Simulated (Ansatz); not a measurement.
Formation energies in the F–Zn system, lowest calculated structure of each composition. Method: PBEsol (plane waves to 420 eV, PAW, scalar-relativistic; Ansatz, a program for electronic structure). Element references, the lowest calculated here: F (R-3m, a generated molecular cell), Zn (P6₃/mmc); gases are represented by their molecular solids.

| phase | x(Zn) | space group | E_f (eV/atom) |
|---|---|---|---|
| F | 0.000 | R-3m | 0.00 |
| ZnF2 | 0.333 | P4₂/mnm | -2.29 |
| ZnF | 0.500 | P6₃mc | -1.19 |
| Zn | 1.000 | P6₃/mmc | 0.00 |

Question: Construct the convex hull: which compounds lie on it, and how far above it are the others?

Answer: For ZnF a lower structure may exist, so the energies are upper bounds and are not judged. On the hull: ZnF2. ZnF 0.52 eV/atom above.

This is the hull of the energies calculated here, no anion corrections; phases that were not calculated are missing from it. Values are rounded to 0.01 eV/atom. Not shown to be the ambient phase of their composition (a lower form may be missing, and a cell relaxed within its start's symmetry can be a saddle point): ZnF (P6₃mc). The compounds carry no spin polarisation.
